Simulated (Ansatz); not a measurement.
An Ansatz (a program for electronic structure) run. Input:

Ansatz 0.2 input:
```yaml
crystal:
  lattice:
    - [0.0, 2.7627991313, 2.7627991313]
    - [2.7627991313, 0.0, 2.7627991313]
    - [2.7627991313, 2.7627991313, 0.0]
  atoms:
    - { symbol: Y, position: [0.5, 0.5, 0.5] }
    - { symbol: S, position: [0.0, 0.0, 0.0] }
kpoints:
  mp_grid: { grid: [13, 13, 13] }
hamiltonian:
  xc: r2scan
  pseudopotentials: { kind: paw }
scf:
  occupations: { method: gaussian, width: 0.05 }
checkpoint: { read: metal.run }
output: { write_density: true, elf: true, volumetric_format: npy }
```

Output (shortened):

```
Pseudopotential: Y, paw, valence charge 11
Pseudopotential: S, paw, valence charge 6
Functional definition: r2SCAN
Crystal: 2 atoms, lattice volume = 42.177 Å³
Basis set: ecut = 500 eV, 1067 PW (Γ), exchange–correlation on 120×120×120 points (64 copies of the dense FFT grid, shifted against one another)
Bands: 17, of which v1, the nominal top of the filled ones, is band 9 counted from 1 (8 counted from 0)
Symmetry: 48 space group operations
Space group: Fm-3m (ITA 225), of the structure as read, at distance tolerance 3.5e-5 Å
k-points: 84 of 2197
Stability of the state it starts from, as read at its close in the unpolarized treatment …
iter 1 solved again at ethr=3.74e-6 eV; its pass at ethr=3.10e-3 eV (dr2=6.36e-4 eV) is discarded
SCF iter   1: F=—  HF=-4770.091646 eV  |F-HF|=—  |Δ(HF+E_count)|=         —  Δρ=3.84e-6  dr2=6.98e-9  dr2_τ=9.58e-10  ethr=3.74e-6  ⟨swp⟩=2.0  Hψ=10872  notcnv=0
preconditioner: auto → Kerker (q_TF=auto, 2.345 Å⁻¹)
SCF iter   2: F=—  HF=-4770.091647 eV  |F-HF|=—  |Δ(HF+E_count)|=   1.28e-6  Δρ=1.99e-6  dr2=1.77e-9  dr2_τ=1.18e-9  ethr=4.11e-11  ⟨swp⟩=5.9  Hψ=5933  notcnv=0
SCF iter   3: F=-4770.091647 eV  HF=-4770.091647 eV  |F-HF|=4.46e-10  |Δ(HF+E_count)|=  3.24e-10  Δρ=1.23e-6  dr2=6.42e-10  dr2_τ=1.07e-10  ethr=1.04e-11  ⟨swp⟩=1.0  Hψ=3195  notcnv=0
SCF 1 converged in 3 iterations: F = -4770.091647 eV  dr2 = 6.42e-10
SCF converged after 3 iterations
Free energy (F): -4770.091647 eV
Harris-Foulkes:  -4770.091647 eV  (|F-HF|=4.46e-10)
Internal energy: -4770.090334 eV  (E = F + TS)
E sigma→0 (E₀):  -4770.090990 eV
Entropy (-TS):   -0.001313 eV (-0.657 meV/atom)
Fermi energy:    12.494394 eV
--- Per-component energies (eV) ---
  E_band       = -91.821581
  E_kinetic    = 416.045182
  E_local      = -621.444011  (includes V_loc(G=0)·N_el)
  E_nonlocal   = 77.458077
  E_hartree    = 197.265944
  E_xc         = -262.544316
  E_vxc        = -320.074073  (∫ρ·V_xc dr)
  E_paw        = -3451.252948  (= ΣΔE_a)
  E_vpaw       = -54.748903  (= ΣTr[D̂ρ^β])
  E_aug_tail   = 0.000004  (compensation charges beyond the density's cutoff)
  E_vtau       = 16.410243  (kinetic-family band-sum trace: ∫τ·v_τ [+ j·A + Jᵃ·Aᵃ] dr)
  E_ewald      = -1125.354547
  E_core_change = -0.263720  (= ΣΔE_core)
  E_smearing   = -0.001313  (= −TS)
  E_closure    = 0.000000  (closes the sum)
  Σ components = -4770.091647   (vs F -4770.091647, Δ=0.00e0)
  [band-id]    e_kinetic+e_local+e_nonlocal+2·e_hartree+e_vxc+e_vpaw+e_augmentation_tail+e_vtau = -91.821592   (vs E_band -91.821581, Δ=-1.07e-5)
--- Band table (eV; the first three rows and the last of 84) ---
  k-point 0: bands = ["-32.7552", "-12.0326", "-12.0326", "-12.0326", "-3.5769", "8.5135", "8.5135", "8.5135", "12.2547", "12.2547", "12.2547", "13.1183", "13.1183", "14.0082", "19.6023", "24.7800", "24.7800"]
  k-point 1: bands = ["-32.7536", "-12.0581", "-12.0343", "-12.0343", "-3.5113", "8.1924", "8.3497", "8.3497", "12.3312", "12.3776", "12.3776", "13.3866", "13.3866", "14.3170", "19.8750", "24.2854", "24.4990"]
  k-point 2: bands = ["-32.7493", "-12.1276", "-12.0388", "-12.0388", "-3.3269", "7.4532", "7.9663", "7.9663", "12.4817", "12.7088", "12.7088", "14.1114", "14.1114", "15.1117", "20.5468", "23.3299", "23.6720"]
  k-point 83: bands = ["-32.7195", "-12.2596", "-12.2250", "-12.1670", "-2.6933", "6.3991", "6.7640", "6.8114", "12.9394", "13.6536", "15.3702", "15.9965", "16.2205", "19.8312", "20.4287", "20.9636", "21.4531"]
```

Cost: around 7 core-seconds (rough) on shared cores.

The workflow started from an entry of the Crystallography Open Database (COD). Its standing as an ambient phase is unchecked. The cell was relaxed with r²SCAN under the symmetry of its start; whether a distortion lowers the energy is not shown. The run is not spin-polarised. With an odd number of electrons in the cell and no spin polarisation, the count alone makes it a metal. Scalar-relativistic: spin–orbit coupling is off unless named, which matters more the heavier the elements.

Potentials: the later of the program's two PAW sets.

Ansatz is a plane-wave DFT program.
